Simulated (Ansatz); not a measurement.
Suppose ScSi2O3 takes space group P-62m (No. 189), with Sc on 1b; Si on 2d; O on 3g.

These are results of DFT PBE, scalar-relativistic, plane waves, PAW in Ansatz 0.2.0, not measurements. Cutoff 420 eV, Γ-centred mesh, Gaussian smearing, no spin polarisation.

The zero of energy is the elements' standard structures at the same level (O₂ as a molecule); no fitted shifts are applied.

**Question.** Which cell and coordinates does it relax to?

**Answer.**

Space group P-62m (No. 189). a = 5.757 Å, b = 5.757 Å, c = 2.801 Å, α = 90.00°, β = 90.00°, γ = 120.00°
| atom | site | symmetry | x | y | z |
| --- | --- | --- | --- | --- | --- |
| Sc | 1b | -62m | 0.0000 | 0.0000 | 0.5000 |
| Si | 2d | -6.. | 0.3333 | 0.6667 | 0.5000 |
| O | 3g | m2m | 0.3529 | 0.0000 | 0.5000 |

Sc is surrounded by 3 O at 2.03 Å and 2 Sc at 2.80 Å; Si has 3 O at 1.87 Å; O is surrounded by 2 Si at 1.87 Å and 1 Sc at 2.03 Å. Another local minimum with the same sites may exist.

**Question.** Where does its energy lie, and is it a metal?

**Answer.** The energy over the elements is −1.39 eV/atom and the gap on the 12×12×14 mesh of the 6-atom cell is 0 eV (a metal).

The last run used Gaussian smearing of 0.10 eV. An odd number of electrons in the primitive cell allows no gap without spin; a larger cell or a magnetic state could open one. Symmetry constrained the relaxation, so the result can be a saddle point. Another cell of ScSi2O3 relaxed alike, in R-3m, lies 0.44 eV/atom lower, so this cell isn't the stable form at this level.
